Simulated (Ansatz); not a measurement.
CdTe (zinc blende)

```
CELL_PARAMETERS angstrom
      0.00000     3.30902     3.30902
      3.30902     0.00000     3.30902
      3.30902     3.30902     0.00000
ATOMIC_POSITIONS crystal
  Te 0.75000 0.75000 0.75000
  Cd 0.00000 0.00000 0.00000
```

In this cell atom 1 (Te, nearest neighbour Cd at 2.866 Å; its periodic images, 4.7 Å or more away, move with it) is moved by s along Cartesian [111], unit vector (0.577, 0.577, 0.577); all other atoms and the cell stay fixed.

All values below come from PBE (plane waves to 420 eV, PAW, scalar-relativistic; Ansatz, a first-principles code). k mesh 7×7×7 (Γ-centred), Fermi-Dirac smearing 0.05 eV. Energies are smeared free energies. Left out: 1 of 11 points, with atoms too close for the PAW data. CdTe was relaxed with its symmetry unable to fall. Spin-orbit coupling is left out, though Te is heavy. ΔE is measured from the undisplaced structure.

```csv
s (Å),ΔE (meV/cell)
-0.860,447
-0.688,368
-0.516,261
-0.344,withheld
-0.172,44
0.000,0
0.172,69
0.344,347
0.516,1001
0.688,2327
```

Task: Fit a polynomial form (powers 2, 3, 4) to the given rows and predict ΔE at s = -0.344.

Result: Least squares on the 9 given rows: ΔE = (2012)·s² + (3004)·s³ + (1625)·s⁴, in meV/cell with s in Å; root-mean-square residual 30.0 meV/cell. At -0.344 the fit gives 139 meV/cell; the calculation gives 144 meV/cell, so the interpolation is off by -5 (-3.5 %). The quadratic term alone would give 238 meV/cell.

(For displaced atoms, the force is minus the slope of the energy, and its curvature is a force constant, which sets phonon frequencies.)
